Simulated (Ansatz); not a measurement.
ReS2 (fluorite, Fm-3m) under volume change, the program Ansatz at the PBE level (PAW), scaled uniformly.

```csv
V (Å³/atom),E − E(relaxed) (meV/atom),P (GPa)
14.504,82.3,20.11
14.983,34.4,12.21
15.461,8.1,5.59
15.939,0.0,0.01
16.417,(withheld),(withheld)
16.895,(withheld),(withheld)
17.373,58.8,-12.14
```

### Question
Fill in the missing entries.

### Answer

- 16.895, E − E(relaxed) (meV/atom): 27.5
- 16.895, P (GPa): -8.75
- 16.417, E − E(relaxed) (meV/atom): 7.2
- 16.417, P (GPa): -4.72

### Question
What does a third-order Birch–Murnaghan fit give for V₀, B₀ and B′?

### Answer
V₀ = 15.94 Å³/atom, B₀ = 171 GPa, B′ = 4.6.

The cell is a constructed one: a structure type filled with these elements; neither database checked (COD, Materials Project) lists it. Its standing as an ambient phase is unchecked. The PBE relaxation kept the symmetry of its start; its stability against distortions is not shown here. The run is not spin-polarised. Scalar-relativistic: spin–orbit coupling is off unless named, which matters more the heavier the elements.

Potentials: the later of the program's two PAW sets.
